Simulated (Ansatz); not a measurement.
**Question.** Each is relaxed and computed with r²SCAN in the plane-wave PAW code Ansatz. Which is the only metal?
A) SiO2, Ima2 (Si on 8c, O on 8c, O on 4a, O on 4b)
B) SiB12C2, R-3m (B on 18h, B on 18h, C on 6c, Si on 3b)
C) Nb2SiB2, P-6m2 (Nb on 2h, Si on 1a, B on 1b, B on 1f)
D) SiBCN, R3m (B on 3a, N on 3a, Si on 3a, C on 3a)

**Answer.** C, Nb2SiB2, P-6m2 (Nb on 2h, Si on 1a, B on 1b, B on 1f). Nb2SiB2: metal; SiB12C2: gap 1.87 eV (indirect); SiBCN: gap 0.64 eV (indirect); SiO2: gap 6.46 eV (indirect). Typed or built starts, not in the databases checked: Nb2SiB2, P-6m2 (Nb on 2h, Si on 1a, B on 1b, B on 1f); SiB12C2, R-3m (B on 18h, B on 18h, C on 6c, Si on 3b); SiBCN, R3m (B on 3a, N on 3a, Si on 3a, C on 3a). Not the usual ambient phase: SiO2, Ima2 (Si on 8c, O on 8c, O on 4a, O on 4b). All cells were relaxed under the symmetry of their starts (and spin orders); stability against distortions was not tested throughout. Named crystals with no word on spin ran without spin polarisation. Spin–orbit coupling is left out wherever it is not named.

Potentials: the earlier of the program's two PAW sets. The files were generated under PBE; for other functionals the program regenerates the frozen cores, and for LDA and PBEsol the local potential too.
